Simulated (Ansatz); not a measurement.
Calculation for Ta (fcc type): DFT, LDA, PAW with Ansatz's default frozen-core files, scalar-relativistic (Ansatz 0.2.0). This run: fcc relaxed.

The start is a guessed cell of a prototype that needn't be stable.

Command: `ansatz run input.yaml --threads 1 --pin off --max-ram 3072MiB --backend cpu --events-out ev --progress --plain --runs-dir out` It took 7.7 s on 1 thread of Arm Neoverse V1, with other jobs on the host, peak memory 0.3 GiB.

```yaml
crystal:
  lattice:
    - [0.0, 2.0507433354, 2.0507433354]
    - [2.0507433354, 0.0, 2.0507433354]
    - [2.0507433354, 2.0507433354, 0.0]
  atoms:
    - { symbol: Ta, position: [0.0, 0.0, 0.0] }
kpoints:
  mp_grid: { grid: [17, 17, 17] }
scf:
  occupations: { method: fermi_dirac, width: 0.05 }
hamiltonian:
  xc: lda
  pseudopotentials: { kind: paw }
output:
  forces: true
  stress: true
relax:
  f_tol: 0.005
  max_steps: 40
  cell: {}
```

Output:

```
Engine: ansatz 0.2.0
Pseudopotentials: kind: paw
Pseudopotential: Ta, paw, valence charge 13, recommended cutoff 420 eV (normal), Ta.paw.azcp
Functional definition: SPW92
  exchange = slater_x
  correlation = pw_c
Crystal: 1 atoms, lattice volume = 17.249 Å³
Basis set: ecut = 420 eV, 331 PW (Γ)
Bands: 11, of which v1, the nominal top of the filled ones, is band 7 counted from 1 (6 counted from 0)
Symmetry: 48 space group operations
Space group: Fm-3m (ITA 225), of the structure as read, at distance tolerance 2.6e-5 Å
k-points: 165 of 4913
Non-local potential: Ta, projectors of the file, l = 0: 3, l = 1: 2, l = 2: 2, l = 3: 1
PAW form: soft (Blöchl's): semilocal exchange-correlation on the pseudo side does not see the compensation charge
PAW frozen core: Ta, regenerated for the run's functional, and the local potential with it (the file was generated under x = pbe(κ = 0.804, μ = 0.2195149727645171), c = pbe(β = 0.06672455060314922))
PAW one-centre angular grid: Ta, 590 points (default); XC on 64 Gauss nodes
Initial density: superposition of atomic densities (neutral atoms: chi_scale 0, normalization atom), corrected by the library's trained network
Initial wavefunctions: pseudopotential atomic-orbital guess
Functional: x = slater, c = lda
SCF iter   1: F=—  HF=-9682.317697 eV  |F-HF|=—  |Δ(HF+E_count)|=         —  Δρ=4.62e-3  dr2=2.88e-3  ethr=1.77e-3  ⟨swp⟩=6.0  Hψ=10576  notcnv=0
preconditioner: auto → none  [metal: Δε(μ)=0.019 eV  Ē_g=8.463 eV  σ=0.050 eV  W_gap=0.10  n_scr=0 (ndim 8)  ℏωp=20.0 eV  f_vac=0.000  D(μ)=1.17/eV (n_scr^D=14)]
SCF iter   2: F=—  HF=-9682.316738 eV  |F-HF|=—  |Δ(HF+E_count)|=   9.59e-4  Δρ=1.94e-3  dr2=2.89e-4  ethr=2.22e-5  ⟨swp⟩=1.7  Hψ=3436  notcnv=0
SCF iter   3: F=—  HF=-9682.316744 eV  |F-HF|=—  |Δ(HF+E_count)|=   5.77e-6  Δρ=4.64e-4  dr2=1.07e-5  ethr=2.23e-6  ⟨swp⟩=1.6  Hψ=1913  notcnv=0
SCF iter   4: F=—  HF=-9682.316746 eV  |F-HF|=—  |Δ(HF+E_count)|=   2.65e-6  Δρ=2.84e-5  dr2=4.22e-8  ethr=8.24e-8  ⟨swp⟩=1.1  Hψ=1830  notcnv=0
iter 5 did not close the SCF: its close was put off for the readings that it lacked (scf_convergence_deferred on its scf_iter line)
SCF iter   5: F=-9682.316746 eV  HF=-9682.316746 eV  |F-HF|=6.37e-10  |Δ(HF+E_count)|=   2.18e-8  Δρ=2.60e-6  dr2=8.10e-10  ethr=3.25e-10  ⟨swp⟩=2.1  Hψ=2288  notcnv=0
SCF iter   6: F=-9682.316746 eV  HF=-9682.316746 eV  |F-HF|=1.82e-12  |Δ(HF+E_count)|=  3.35e-10  Δρ=3.33e-7  dr2=7.06e-12  ethr=6.23e-12  ⟨swp⟩=1.2  Hψ=5254  notcnv=0
SCF 1 converged in 6 iterations: F = -9682.316746 eV  dr2 = 7.06e-12
  greatest PAW one-centre occupation: 1.000 electrons in one spin orbital (limit 2), on the Ta atom at site 0 (counted from 0), in its partial waves of l = 0
relax step   1: F+E_penalty+E_count = -9682.31674644 eV  Δ(F+E_penalty+E_count) = +0.000e0 eV  max|allowed force component| = 0.000e0 eV/Å  Δτ_max = 0.0000 Å  P = +6.475 GPa  Ω = 17.249 Å³  (6 SCF iters, dr2 threshold 1.00e-7 eV, accepted)
Crystal: 1 atoms, lattice volume = 19.259 Å³
Basis set: ecut = 420 eV, 339 PW (Γ)
Initial density: handed on by an earlier stage of this run
Initial wavefunctions: those handed on with the density
iter 1 solved again at ethr=1.38e-5 eV; its pass at ethr=3.10e-3 eV (dr2=1.80e-3 eV) is discarded
SCF iter   1: F=—  HF=-9682.251175 eV  |F-HF|=—  |Δ(HF+E_count)|=         —  Δρ=3.24e-3  dr2=1.46e-3  ethr=1.38e-5  ⟨swp⟩=1.8  Hψ=14201  notcnv=0
preconditioner: auto → none  [metal: Δε(μ)=0.019 eV  Ē_g=7.593 eV  σ=0.050 eV  W_gap=0.09  n_scr=0 (ndim 8)  ℏωp=18.9 eV  f_vac=0.000  D(μ)=1.21/eV (n_scr^D=14)]
SCF iter   2: F=—  HF=-9682.251357 eV  |F-HF|=—  |Δ(HF+E_count)|=   1.82e-4  Δρ=1.21e-3  dr2=1.11e-4  ethr=1.12e-5  ⟨swp⟩=2.9  Hψ=2664  notcnv=0
SCF iter   3: F=—  HF=-9682.251577 eV  |F-HF|=—  |Δ(HF+E_count)|=   2.19e-4  Δρ=2.89e-4  dr2=5.03e-6  ethr=8.51e-7  ⟨swp⟩=2.1  Hψ=2097  notcnv=0
SCF iter   4: F=—  HF=-9682.251596 eV  |F-HF|=—  |Δ(HF+E_count)|=   1.93e-5  Δρ=8.81e-6  dr2=9.63e-9  ethr=7.69e-10  ⟨swp⟩=3.1  Hψ=6841  notcnv=0
SCF iter   5: F=-9682.251596 eV  HF=-9682.251596 eV  |F-HF|=9.64e-11  |Δ(HF+E_count)|=   2.01e-9  Δρ=1.12e-6  dr2=1.76e-10  ethr=7.41e-11  ⟨swp⟩=1.7  Hψ=5616  notcnv=0
SCF 2 converged in 5 iterations: F = -9682.251596 eV  dr2 = 1.76e-10
relax step   2: F+E_penalty+E_count = -9682.25159605 eV  Δ(F+E_penalty+E_count) = +6.515e-2 eV  max|allowed force component| = 0.000e0 eV/Å  Δτ_max = 0.0000 Å  P = -14.890 GPa  Ω = 19.259 Å³  energy of the carried Pulay correction = -5.393e-4 eV  (5 SCF iters, dr2 threshold 1.00e-7 eV, rejected (line search))
Crystal: 1 atoms, lattice volume = 17.812 Å³
iter 1 solved again at ethr=4.63e-6 eV; its pass at ethr=3.10e-3 eV (dr2=6.01e-4 eV) is discarded
SCF iter   1: F=—  HF=-9682.326205 eV  |F-HF|=—  |Δ(HF+E_count)|=         —  Δρ=2.27e-3  dr2=5.92e-4  ethr=4.63e-6  ⟨swp⟩=1.6  Hψ=14016  notcnv=0
preconditioner: auto → none  [metal: Δε(μ)=0.019 eV  Ē_g=8.200 eV  σ=0.050 eV  W_gap=0.10  n_scr=0 (ndim 8)  ℏωp=19.7 eV  f_vac=0.000  D(μ)=1.14/eV (n_scr^D=14)]
SCF iter   2: F=—  HF=-9682.326340 eV  |F-HF|=—  |Δ(HF+E_count)|=   1.35e-4  Δρ=8.75e-4  dr2=5.12e-5  ethr=4.56e-6  ⟨swp⟩=2.8  Hψ=2601  notcnv=0
SCF iter   3: F=—  HF=-9682.326446 eV  |F-HF|=—  |Δ(HF+E_count)|=   1.06e-4  Δρ=1.85e-4  dr2=1.83e-6  ethr=3.94e-7  ⟨swp⟩=2.2  Hψ=2136  notcnv=0
SCF iter   4: F=—  HF=-9682.326454 eV  |F-HF|=—  |Δ(HF+E_count)|=   7.32e-6  Δρ=6.15e-6  dr2=3.75e-9  ethr=1.41e-8  ⟨swp⟩=2.3  Hψ=2833  notcnv=0
SCF iter   5: F=—  HF=-9682.326454 eV  |F-HF|=—  |Δ(HF+E_count)|=  6.18e-10  Δρ=6.67e-7  dr2=4.88e-11  ethr=2.89e-11  ⟨swp⟩=2.7  Hψ=2949  notcnv=0
SCF iter   6: F=-9682.326454 eV  HF=-9682.326454 eV  |F-HF|=1.82e-12  |Δ(HF+E_count)|=  7.28e-12  Δρ=6.82e-8  dr2=2.24e-13  ethr=1.00e-12  ⟨swp⟩=5.5  Hψ=6573  notcnv=0
SCF 3 converged in 6 iterations: F = -9682.326454 eV  dr2 = 2.24e-13
relax step   3: F+E_penalty+E_count = -9682.32645353 eV  Δ(F+E_penalty+E_count) = -9.707e-3 eV  max|allowed force component| = 0.000e0 eV/Å  Δτ_max = 0.0000 Å  P = -0.691 GPa  Ω = 17.812 Å³  energy of the carried Pulay correction = -1.574e-4 eV  (6 SCF iters, accepted)
Crystal: 1 atoms, lattice volume = 17.756 Å³
iter 1 solved again at ethr=1.81e-8 eV; its pass at ethr=3.10e-3 eV (dr2=2.35e-6 eV) is discarded
SCF iter   1: F=—  HF=-9682.326594 eV  |F-HF|=—  |Δ(HF+E_count)|=         —  Δρ=9.27e-5  dr2=1.07e-6  ethr=1.81e-8  ⟨swp⟩=2.4  Hψ=12591  notcnv=0
preconditioner: auto → none  [metal: Δε(μ)=0.013 eV  Ē_g=8.233 eV  σ=0.050 eV  W_gap=0.06  n_scr=0 (ndim 8)  ℏωp=19.7 eV  f_vac=0.000  D(μ)=1.14/eV (n_scr^D=14)]
SCF iter   2: F=-9682.326594 eV  HF=-9682.326594 eV  |F-HF|=1.93e-7  |Δ(HF+E_count)|=   2.07e-7  Δρ=3.52e-5  dr2=8.70e-8  ethr=7.69e-10  ⟨swp⟩=3.0  Hψ=6799  notcnv=0
SCF 4 converged in 2 iterations: F = -9682.326594 eV  dr2 = 8.70e-8
relax step   4: F+E_penalty+E_count = -9682.32659432 eV  Δ(F+E_penalty+E_count) = -1.408e-4 eV  max|allowed force component| = 0.000e0 eV/Å  Δτ_max = 0.0000 Å  P = -0.024 GPa  Ω = 17.756 Å³  energy of the carried Pulay correction = -1.420e-4 eV  (2 SCF iters, dr2 threshold 1.00e-7 eV, accepted)
Initial wavefunctions: pseudopotential atomic-orbital guess (no wavefunctions were taken with the density)
iter 1 solved again at ethr=7.73e-8 eV; its pass at ethr=3.10e-3 eV (dr2=1.01e-5 eV) is discarded
SCF iter   1: F=—  HF=-9682.326754 eV  |F-HF|=—  |Δ(HF+E_count)|=         —  Δρ=6.66e-5  dr2=1.43e-7  ethr=7.73e-8  ⟨swp⟩=3.0  Hψ=15172  notcnv=0
SCF iter   2: F=—  HF=-9682.326753 eV  |F-HF|=—  |Δ(HF+E_count)|=   7.30e-7  Δρ=3.23e-5  dr2=2.86e-8  ethr=1.10e-9  ⟨swp⟩=2.1  Hψ=2476  notcnv=0
SCF iter   3: F=—  HF=-9682.326753 eV  |F-HF|=—  |Δ(HF+E_count)|=   6.36e-8  Δρ=2.31e-6  dr2=5.10e-10  ethr=2.20e-10  ⟨swp⟩=2.0  Hψ=2872  notcnv=0
SCF iter   4: F=-9682.326753 eV  HF=-9682.326753 eV  |F-HF|=0.00e0  |Δ(HF+E_count)|=  9.46e-11  Δρ=2.74e-7  dr2=4.93e-12  ethr=1.00e-12  ⟨swp⟩=4.4  Hψ=8294  notcnv=0
SCF 5 converged in 4 iterations: F = -9682.326753 eV  dr2 = 4.93e-12
relax step   5: F+E_penalty+E_count = -9682.32675350 eV  Δ(F+E_penalty+E_count) = -1.592e-4 eV  max|allowed force component| = 0.000e0 eV/Å  Δτ_max = 0.0000 Å  P = -0.013 GPa  Ω = 17.756 Å³  stress off target by 1.33e-2 GPa  SCF on the basis re-selected at this cell (its energy is not comparable with the rows above)  (4 SCF iters)
basis re-selected at this cell: Δ(F+E_penalty+E_count) = -1.592e-4 eV, ΔP = +0.011 GPa vs the last step (what re-selecting the basis moved, of the pressure what is left beyond the Pulay correction that the steps carried, after the strain that the cell walked since its last selection, with what the two solves' SCF thresholds leave and, on support functions, any second-order correction that the steps lacked; it is no measure of the basis error at this ecutwfc). This SCF's stress stands 1.33e-2 GPa from its target on what of the cell is left free (relax.cell.stress_tol is 5.00e-2 GPa) and its largest allowed force component is 0.00e0 eV/Å (relax.f_tol is 5.00e-3 eV/Å): within both
SCF converged after 4 iterations
Free energy (F): -9682.326753 eV
Harris-Foulkes:  -9682.326753 eV  (|F-HF|=0.00e0)
Internal energy: -9682.317355 eV  (E = F + TS)
E sigma→0 (E₀):  -9682.322054 eV
Entropy (-TS):   -0.009399 eV (-9.399 meV/atom)
Fermi energy:    18.986918 eV
--- Per-component energies (eV) ---
  E_band       = -103.420917
  E_kinetic    = 367.046291
  E_local      = -545.587815  (includes V_loc(G=0)·N_el)
  E_nonlocal   = 20.553424
  E_hartree    = 188.436266
  E_xc         = -217.041637
  E_vxc        = -204.331863  (∫ρ·V_xc dr)
  E_paw        = -8148.894829  (= ΣΔE_a)
  E_vpaw       = -117.973625  (= ΣTr[D̂ρ^β])
  E_aug_tail   = 0.000149  (compensation charges beyond the density's cutoff)
  E_ewald      = -1347.088106
  E_core_change = 0.258903  (= ΣΔE_core)
  E_smearing   = -0.009399  (= −TS)
  E_closure    = 0.000000  (closes the sum)
  Σ components = -9682.326753   (vs F -9682.326753, Δ=0.00e0)
--- Forces (eV/Å), atoms counted from 1 ---
  atom   1  Ta    -0.00000000     0.00000000     0.00000000
  max |Σ_I F_I| component: 2.88e-32 eV/Å
--- Stress (GPa, compression-positive) ---
       -0.013304      -0.000000      -0.000000
       -0.000000      -0.013304      -0.000000
       -0.000000      -0.000000      -0.013304
  P = ⅓ Tr σ = -0.0133 GPa (-0.133 kbar)
--- Relaxed structure (4 steps of the walk, 3 accepted, 1 SCFs on fresh bases) ---
  F+E_penalty+E_count = -9682.32675350 eV   max|allowed force component| = 0.000e0 eV/Å   (the final SCF, on the basis selected at the relaxed cell)
  cell:  # Å, volume = 17.7565 Å³
    - [-1.2738430082238975e-34, 2.070659965503923, 2.070659965503923]
    - [2.070659965503923, -7.96151880139936e-35, 2.070659965503923]
    - [2.070659965503923, 2.070659965503923, -2.8343006932981717e-34]
  atoms:
    - { symbol: Ta, position: [0.0, 0.0, 0.0] }
```

Next run (bcc relaxed), as changes to the input before:

```diff
   lattice:
-    - [0.0, 2.0507433354, 2.0507433354]
-    - [2.0507433354, 0.0, 2.0507433354]
-    - [2.0507433354, 2.0507433354, 0.0]
+    - [-1.627676064, 1.627676064, 1.627676064]
+    - [1.627676064, -1.627676064, 1.627676064]
+    - [1.627676064, 1.627676064, -1.627676064]
   atoms:
 kpoints:
-  mp_grid: { grid: [17, 17, 17] }
+  mp_grid: { grid: [18, 18, 18] }
 scf:
```

Results part of the output:

```
basis re-selected at this cell: Δ(F+E_penalty+E_count) = +8.588e-6 eV, ΔP = -0.001 GPa vs the last step (what re-selecting the basis moved, of the pressure what is left beyond the Pulay correction that the steps carried, after the strain that the cell walked since its last selection, with what the two solves' SCF thresholds leave and, on support functions, any second-order correction that the steps lacked; it is no measure of the basis error at this ecutwfc). This SCF's stress stands 6.42e-3 GPa from its target on what of the cell is left free (relax.cell.stress_tol is 5.00e-2 GPa) and its largest allowed force component is 0.00e0 eV/Å (relax.f_tol is 5.00e-3 eV/Å): within both
SCF converged after 3 iterations
Free energy (F): -9682.617522 eV
Harris-Foulkes:  -9682.617522 eV  (|F-HF|=3.64e-12)
Internal energy: -9682.607913 eV  (E = F + TS)
E sigma→0 (E₀):  -9682.612717 eV
Entropy (-TS):   -0.009608 eV (-9.608 meV/atom)
Fermi energy:    19.275393 eV
--- Per-component energies (eV) ---
  E_band       = -94.517268
  E_kinetic    = 368.020994
  E_local      = -527.758481  (includes V_loc(G=0)·N_el)
  E_nonlocal   = 21.187850
  E_hartree    = 183.657599
  E_xc         = -217.425462
  E_vxc        = -204.827052  (∫ρ·V_xc dr)
  E_paw        = -8149.228868  (= ΣΔE_a)
  E_vpaw       = -118.455903  (= ΣTr[D̂ρ^β])
  E_aug_tail   = 0.000133  (compensation charges beyond the density's cutoff)
  E_ewald      = -1361.320581
  E_core_change = 0.258903  (= ΣΔE_core)
  E_smearing   = -0.009608  (= −TS)
  E_closure    = 0.000000  (closes the sum)
  Σ components = -9682.617522   (vs F -9682.617522, Δ=0.00e0)
--- Forces (eV/Å), atoms counted from 1 ---
  atom   1  Ta     0.00000000     0.00000000     0.00000000
  max |Σ_I F_I| component: 7.19e-33 eV/Å
--- Stress (GPa, compression-positive) ---
       -0.006416      -0.000000       0.000000
       -0.000000      -0.006416      -0.000000
        0.000000      -0.000000      -0.006416
  P = ⅓ Tr σ = -0.0064 GPa (-0.064 kbar)
--- Relaxed structure (3 steps of the walk, 2 accepted, 1 SCFs on fresh bases) ---
  F+E_penalty+E_count = -9682.61752169 eV   max|allowed force component| = 0.000e0 eV/Å   (the final SCF, on the basis selected at the relaxed cell)
  cell:  # Å, volume = 17.2085 Å³
    - [-1.6264024439114302, 1.6264024439114302, 1.6264024439114302]
    - [1.6264024439114302, -1.6264024439114302, 1.6264024439114302]
    - [1.6264024439114302, 1.6264024439114302, -1.6264024439114302]
  atoms:
    - { symbol: Ta, position: [0.0, 0.0, 0.0] }
```

Next run (hcp relaxed), as changes to the input before:

```diff
   lattice:
-    - [-1.627676064, 1.627676064, 1.627676064]
-    - [1.627676064, -1.627676064, 1.627676064]
-    - [1.627676064, 1.627676064, -1.627676064]
+    - [2.9079220272, 0.0, 0.0]
+    - [-1.4539610136, 2.5183343478, 0.0]
+    - [0.0, 0.0, 4.7108336841]
   atoms:
-    - { symbol: Ta, position: [0.0, 0.0, 0.0] }
+    - { symbol: Ta, position: [0.3333333333, 0.6666666667, 0.25] }
+    - { symbol: Ta, position: [0.6666666667, 0.3333333333, 0.75] }
 kpoints:
-  mp_grid: { grid: [18, 18, 18] }
+  mp_grid: { grid: [16, 16, 9] }
 scf:
```

Results part of the output:

```
basis re-selected at this cell: Δ(F+E_penalty+E_count) = -2.196e-6 eV, ΔP = +0.000 GPa vs the last step (what re-selecting the basis moved, of the pressure what is left beyond the Pulay correction that the steps carried, after the strain that the cell walked since its last selection, with what the two solves' SCF thresholds leave and, on support functions, any second-order correction that the steps lacked; it is no measure of the basis error at this ecutwfc). This SCF's stress stands 1.02e-3 GPa from its target on what of the cell is left free (relax.cell.stress_tol is 5.00e-2 GPa) and its largest allowed force component is 2.78e-17 eV/Å (relax.f_tol is 5.00e-3 eV/Å): within both
SCF converged after 7 iterations
Free energy (F): -19364.616613 eV
Harris-Foulkes:  -19364.616613 eV  (|F-HF|=0.00e0)
Internal energy: -19364.595211 eV  (E = F + TS)
E sigma→0 (E₀):  -19364.605912 eV
Entropy (-TS):   -0.021401 eV (-10.701 meV/atom)
Fermi energy:    19.136229 eV
--- Per-component energies (eV) ---
  E_band       = -203.137462
  E_kinetic    = 735.024711
  E_local      = -1093.561438  (includes V_loc(G=0)·N_el)
  E_nonlocal   = 42.013131
  E_hartree    = 379.333014
  E_xc         = -434.279906
  E_vxc        = -408.923371  (∫ρ·V_xc dr)
  E_paw        = -16298.109768  (= ΣΔE_a)
  E_vpaw       = -236.356798  (= ΣTr[D̂ρ^β])
  E_aug_tail   = 0.000275  (compensation charges beyond the density's cutoff)
  E_ewald      = -2695.533035
  E_core_change = 0.517806  (= ΣΔE_core)
  E_smearing   = -0.021401  (= −TS)
  E_closure    = 0.000000  (closes the sum)
  Σ components = -19364.616613   (vs F -19364.616613, Δ=0.00e0)
--- Forces (eV/Å), atoms counted from 1 ---
  atom   1  Ta    -0.00000000    -0.00000000     0.00000000
  atom   2  Ta     0.00000000     0.00000000     0.00000000
  max |Σ_I F_I| component: 4.63e-18 eV/Å
--- Stress (GPa, compression-positive) ---
       -0.001022       0.000000       0.000000
       -0.000000      -0.001022       0.000000
        0.000000       0.000000      -0.000678
  P = ⅓ Tr σ = -0.0009 GPa (-0.009 kbar)
--- Relaxed structure (6 steps of the walk, 6 accepted, 2 SCFs on fresh bases) ---
  F+E_penalty+E_count = -19364.61661286 eV   max|allowed force component| = 2.776e-17 eV/Å   (the final SCF, on the basis selected at the relaxed cell)
  cell:  # Å, volume = 35.3312 Å³
    - [2.8387240915974834, 1.433652921905814e-35, 0.0]
    - [-1.4193620457987417, 2.4584071776583243, 0.0]
    - [0.0, 0.0, 5.062692988634812]
  atoms:
    - { symbol: Ta, position: [0.33333333333333337, 0.6666666666666667, 0.25] }
    - { symbol: Ta, position: [0.6666666666666667, 0.33333333333333337, 0.75] }
```

Spin–orbit coupling is left out, which matters for the heavy atoms. The PAW files were made under PBE.
